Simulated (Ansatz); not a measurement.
EuO (rock salt)

```xyz
2
Lattice="0.0000 2.4828 2.4828 2.4828 0.0000 2.4828 2.4828 2.4828 0.0000" Properties=species:S:1:pos:R:3 pbc="T T T"
O      0.0000     0.0000     0.0000
Eu     2.4828     2.4828     2.4828
```

The volume is varied about the relaxed value V₀ at fixed cell shape. Symmetry pins the atoms to their sites.

These are PBEsol (plane waves to 420 eV, PAW, scalar-relativistic; Ansatz, a program for electronic structure) values and carry that method's errors. k mesh 16×16×16 (Γ-centred), Fermi-Dirac smearing 0.05 eV. Energies are smeared free energies. EuO is run spin-polarised and with no Hubbard U. EuO was relaxed with its symmetry unable to fall. Relaxed EuO ends ferromagnetic. The relaxed volume of EuO is well below the measured one. The magnetic order is the one the run started from; other orders were not tried. The filling of the f shell was not checked against other fillings, so treat energies with care. The zero of ΔE is the relaxed starting cell.

Question: Give the computed ΔE (meV/atom) at V/V₀ = 0.900, 0.925, 0.950, 0.975, 1.025, 1.050, 1.075, 1.100.

Answer: 
```csv
V/V₀,ΔE (meV/atom)
0.900,66
0.925,35
0.950,15
0.975,4
1.025,3
1.050,12
1.075,26
1.100,44
```

(Under strain, the slope of the energy per volume gives the stress and its curvature an elastic modulus.)
